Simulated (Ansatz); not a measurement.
CuS:
Space group Cmcm (No. 63); a = 3.7584 Å, b = 6.5518 Å, c = 16.3221 Å, α = 90.00°, β = 90.00°, γ = 90.00°

| atom | site | symmetry | x | y | z |
|---|---|---|---|---|---|
| Cu | 4c | m2m | 0.0000 | 0.6336 | 0.2500 |
| Cu | 8f | m.. | 0.0000 | 0.3376 | 0.1073 |
| S | 4c | m2m | 0.0000 | 0.3021 | 0.2500 |
| S | 8f | m.. | 0.0000 | 0.0037 | 0.0644 |
(The calculation used a cell of 12 atoms; values per cell refer to that cell.)

Relaxed with r²SCAN.

Tabulate the valence density and the electron localisation function along the shortest S–S contact (2.10 Å), plane-wave PAW r²SCAN (Ansatz code).



| distance from S (Å) | density (e/Å³) | ELF |
|---|---|---|
| 0.21 | 0.27 | 0.02 |
| 0.32 | 0.57 | 0.10 |
| 0.42 | 0.86 | 0.30 |
| 0.53 | 1.06 | 0.56 |
| 0.63 | 1.13 | 0.72 |
| 0.74 | 1.10 | 0.80 |
| 0.84 | 1.03 | 0.82 |
| 0.95 | 0.97 | 0.82 |
| 1.05 | 0.94 | 0.81 |
| 1.16 | 0.97 | 0.82 |
| 1.26 | 1.03 | 0.82 |
| 1.37 | 1.10 | 0.80 |
| 1.47 | 1.13 | 0.72 |
| 1.58 | 1.06 | 0.56 |
| 1.68 | 0.86 | 0.30 |
| 1.79 | 0.57 | 0.10 |
| 1.89 | 0.27 | 0.02 |

The density is the valence pseudo-density with augmentation charge, so density and ELF within about 1 Å of a nucleus are not all-electron values.

The workflow started from an entry of the Crystallography Open Database (COD, 8 K), which files this formula under 2 space groups. Whether it is the stable phase at ambient conditions was not checked. Symmetry was held in the r²SCAN relaxation; its stability against distortions is not shown here. The run is not spin-polarised.

Potentials: the later of the program's two PAW sets.
